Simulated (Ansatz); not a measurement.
# Ansatz 0.2.0, relaxation: LaAl$_{2}$B$_{2}$

Run with:

```bash
ansatz run input.yaml --threads 2 --pin off --max-ram 2560MiB --backend cpu --events-out ev --progress --plain --runs-dir out
```

The input file (Ansatz 0.2.0, plane waves):

```yaml
crystal:
  lattice:
    - [1.957636, 3.390724, 0.0]
    - [-1.957636, 3.390724, 0.0]
    - [0.0, 0.0, 6.389994]
  atoms:
    - { symbol: B, position: [0.3333, 0.3334, 0.27192] }
    - { symbol: B, position: [0.6667, 0.6666, 0.72808] }
    - { symbol: Al, position: [0.3333, 0.3334, 0.6387] }
    - { symbol: Al, position: [0.6667, 0.6666, 0.3613] }
    - { symbol: La, position: [0.0, 0.0, 0.0] }
  symmetry: { tolerance: 0.0003 }
kpoints:
  mp_grid: { grid: [8, 8, 5], shift: [0, 0, 0] }
magnetization:
  spin_polarized: false
scf:
  occupations: { method: fermi_dirac }
  lower_state_search: "off"
hamiltonian:
  pseudopotentials: { kind: paw }
  xc: r2scan
basis:
  ecutwfc: 500
  fft_grid_basis: typed
relax:
  max_steps: 60
  cell: { p_target: 5.0 }
output:
  forces: true
  stress: true
  eigenvalues: true
  bader: true
  populations: true
  elf: true
  write_potential: true
  volumetric_format: npy
  dos:
    e_range: [-12, 8]
    de: 0.05
    projected: { site_lists: { Al: [Al], B: [B], La: [La] } }
checkpoint:
  read: saved_state
```

Origin of the cell: a known structure type with other elements, at an estimated volume, so it need not be a known compound.

The smearing width isn't typed, so it takes its default of 0.1 eV.

The saved state is a converged single point of the same cell.

Excerpt of the output:

```
Warning: the atoms were moved onto the symmetric positions of the space group found under crystal.symmetry.tolerance 3.0e-4 (fractional; no operation is sought that the atoms, as they stand i […]
La: projections on atomic orbitals take those of the free atom [Kr 4d10] 4f0 5s2 5p6 5d1 6s2, of charge +0.00 (hamiltonian.pseudopotentials.projection_atoms); the dataset's partial waves leav […]
Pseudopotentials: kind: paw
Pseudopotential: B, paw, valence charge 3, recommended cutoff 500 eV (meta_gga), B.paw.azcp
Pseudopotential: Al, paw, valence charge 3, recommended cutoff 500 eV (meta_gga), Al.paw.azcp
Pseudopotential: La, paw, valence charge 11, recommended cutoff 500 eV (meta_gga), La.paw.azcp
Functional definition: r2SCAN
  exchange = r2scan_x(k0 = k0, k1 = k1, a1 = a1)
  correlation = r2scan_c
Crystal: 5 atoms, lattice volume = 84.831 Å³
Basis set: ecut = 500 eV, 2177 PW (Γ), exchange–correlation on 120×120×192 points (64 copies of the dense FFT grid, shifted against one another)
[… 14 lines left out …]
Initial density: read from a saved state, or passed on in memory by an earlier SCF of this step, an earlier step, the calling program or the single point that the run made first
Functional: x = r2scan, c = r2scan; τ floored in thin density (d = 2e-4 eV/Å³)
SCF iter   1: F=-7659.384351 eV  HF=-7659.380435 eV  Δρ=1.52e-3  dr2=2.73e-3  dr2_τ=5.01e-3
SCF iter   2: F=-7659.385025 eV  HF=-7659.385477 eV  Δρ=9.45e-4  dr2=1.19e-3  dr2_τ=1.05e-5
SCF iter   3: F=-7659.385270 eV  HF=-7659.385223 eV  Δρ=1.85e-4  dr2=2.55e-5  dr2_τ=2.83e-6
SCF iter   4: F=-7659.385277 eV  HF=-7659.385275 eV  Δρ=8.88e-5  dr2=8.17e-6  dr2_τ=7.96e-8
SCF iter   5: F=-7659.385278 eV  HF=-7659.385278 eV  Δρ=1.54e-5  dr2=3.16e-7  dr2_τ=2.94e-8
SCF iter   6: F=-7659.385278 eV  HF=-7659.385278 eV  Δρ=6.96e-6  dr2=3.97e-8  dr2_τ=2.87e-9
relax step   1: F+E_penalty+E_count = -7659.385278 eV  Δ(F+E_penalty+E_count) = +0.000e0 eV  max|allowed force component| = 5.616e-1 eV/Å  Δτ_max = 0.0000 Å  P = -2.306 GPa  Ω = 84.831 Å³  (6 […]
relax step   2: F+E_penalty+E_count = -7659.531311 eV  Δ(F+E_penalty+E_count) = -1.460e-1 eV  max|allowed force component| = 4.417e-1 eV/Å  Δτ_max = 0.0997 Å  P = +4.983 GPa  Ω = 79.002 Å³  e […]
relax step   3: F+E_penalty+E_count = -7659.578874 eV  Δ(F+E_penalty+E_count) = -4.756e-2 eV  max|allowed force component| = 1.981e-1 eV/Å  Δτ_max = 0.0591 Å  P = +3.540 GPa  Ω = 80.042 Å³  e […]
relax step   4: F+E_penalty+E_count = -7659.553703 eV  Δ(F+E_penalty+E_count) = +2.517e-2 eV  max|allowed force component| = 1.843e-2 eV/Å  Δτ_max = 0.0189 Å  P = +5.249 GPa  Ω = 78.876 Å³  e […]
relax step   5: F+E_penalty+E_count = -7659.558236 eV  Δ(F+E_penalty+E_count) = -4.533e-3 eV  max|allowed force component| = 2.749e-2 eV/Å  Δτ_max = 0.0007 Å  P = +4.979 GPa  Ω = 79.017 Å³  e […]
relax step   6: F+E_penalty+E_count = -7659.558404 eV  Δ(F+E_penalty+E_count) = -1.676e-4 eV  max|allowed force component| = 1.928e-3 eV/Å  Δτ_max = 0.0016 Å  P = +5.000 GPa  Ω = 79.018 Å³  e […]
relax step   7: F+E_penalty+E_count = -7659.557733 eV  Δ(F+E_penalty+E_count) = +6.707e-4 eV  max|allowed force component| = 2.010e-3 eV/Å  Δτ_max = 0.0000 Å  P = +5.001 GPa  Ω = 79.018 Å³  stress off target by 5.94e-3 GPa […]
SCF 7 converged in 6 iterations: F = -7659.557733 eV  dr2 = 2.50e-12
basis re-selected at this cell: Δ(F+E_penalty+E_count) = +6.707e-4 eV, ΔP = +0.000 GPa vs the last step (what re-selecting the basis moved, of the pressure what is left beyond the Pulay corre […]
SCF converged after 6 iterations
Free energy (F): -7659.557733 eV
Harris-Foulkes:  -7659.557733 eV  (|F-HF|=3.64e-12)
Internal energy: -7659.487275 eV  (E = F + TS)
E sigma→0 (E₀):  -7659.522504 eV
Entropy (-TS):   -0.070458 eV (-14.092 meV/atom)
Fermi energy:    9.457613 eV
--- Per-component energies (eV) ---
  E_band       = -0.602967
  E_kinetic    = 335.099409
  E_local      = -404.857042  (includes V_loc(G=0)·N_el)
  E_nonlocal   = 137.645803
  E_hartree    = 149.115709
  E_xc         = -269.044257
  E_vxc        = -305.204954  (∫ρ·V_xc dr)
  E_paw        = -6544.460205  (= ΣΔE_a)
  E_vpaw       = -75.655482  (= ΣTr[D̂ρ^β])
  E_aug_tail   = -0.000004  (compensation charges beyond the density's cutoff)
  E_vtau       = 14.137870  (kinetic-family band-sum trace: ∫τ·v_τ [+ j·A + Jᵃ·Aᵃ] dr)
  E_ewald      = -1062.898101
  E_core_change = -0.088588  (= ΣΔE_core)
  E_smearing   = -0.070458  (= −TS)
  Σ components = -7659.557733   (vs F -7659.557733, Δ=0.00e0)
--- Forces (eV/Å), atoms counted from 1 ---
  atom   1  B     -0.000000    -0.000000    -0.000365
  atom   2  B      0.000000     0.000000     0.000365
  atom   3  Al    -0.000000    -0.000000    -0.002010
  atom   4  Al     0.000000     0.000000     0.002010
  atom   5  La     0.000000    -0.000000     0.000000
  max |Σ_I F_I| component: 3.70e-17 eV/Å
--- Stress (GPa, compression-positive) ---
        4.998007       0.000000      -0.000000
        0.000000       4.998007       0.000000
        0.000000       0.000000       5.005942
  P = ⅓ Tr σ = 5.0007 GPa (50.007 kbar)
--- Relaxed structure (6 steps of the walk, 6 accepted, 1 SCFs on fresh bases) ---
  F+E_penalty+E_count = -7659.557733 eV   max|allowed force component| = 2.010e-3 eV/Å   (the final SCF, on the basis selected at the relaxed cell)
  cell:  # Å, volume = 79.0184 Å³
    - [1.861862, 3.224840, 0.0]
    - [-1.861862, 3.224840, 0.0]
    - [0.0, 0.0, 6.580252]
  atoms:
    - { symbol: B, position: [0.333333, 0.333333, 0.284594] }
    - { symbol: B, position: [0.666667, 0.666667, 0.715406] }
    - { symbol: Al, position: [0.333333, 0.333333, 0.627473] }
    - { symbol: Al, position: [0.666667, 0.666667, 0.372527] }
    - { symbol: La, position: [0.0, 0.0, -3.257e-19] }
--- Löwdin populations: 5 sites ---
  site symbol       q [e]
     0      B      3.7908
     1      B      3.7908
     2     Al      2.4141
     3     Al      2.4141
     4     La     10.4925
  spilling = 0.004248 (of n_electrons = 23.000000)
--- Bader charges: 5 sites ---
  site symbol  charge [e]  shift [e]
     0      B     -2.6995     0.0010
     1      B     -2.6995     0.0010
     2     Al      1.9790     0.0010
     3     Al      1.9790     0.0010
     4     La      1.4410     0.0000
  estimated error of the sums over rays = 6.7e-4 e
```

The starting structure.

Space group P-3m1 (No. 164); the run's cell has a = 3.915 Å, b = 3.915 Å, c = 6.390 Å, α = 90.00°, β = 90.00°, γ = 60.00°. Shortest distances: Al–B 2.33 Å, B–La 2.85 Å, Al–Al 2.87 Å, Al–La 3.23 Å.

After:

Space group P-3m1 (No. 164); the run's cell has a = 3.724 Å, b = 3.724 Å, c = 6.580 Å, α = 90.00°, β = 90.00°, γ = 60.00°. Shortest distances: Al–B 2.23 Å, Al–Al 2.73 Å, B–La 2.85 Å, Al–La 3.26 Å, B–B 3.56 Å.

* Enthalpy lowered by: 70.8 meV/atom
* Volume change: -6.85 %
* Final pressure: 5.00 GPa
* Relaxation steps listed: 7

Caveats: no moments, though an odd count or open d shells may carry them; no spin-orbit coupling, though heavy elements are present; the relaxation held the start's symmetry, so the end may be a saddle point.

Time: 53 s on 2 threads of Intel(R) Xeon(R) Platinum 8375C CPU @ 2.90GHz (Ice Lake), on a shared host, peak memory 0.66 GiB, from a saved density.
